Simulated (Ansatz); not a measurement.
Q: Name crystals whose computed values (DFT-PBEsol in the program Ansatz with PAW potentials) fall in these windows: G_Hill (GPa) 17 to 25; highest Γ mode, no LO–TO term (cm⁻¹) 150 to 210.

A: 

```tsv
crystal	G_Hill (GPa)	highest Γ mode, no LO–TO term (cm⁻¹)
Sn, diamond	21.3	181
```
Others may fit too.

Not the usual ambient phase: Sn, diamond. The cell was relaxed under the symmetry of its start. Scalar-relativistic: spin–orbit coupling is off unless named, which matters more the heavier the elements.

Potentials: the earlier of the program's two PAW sets.
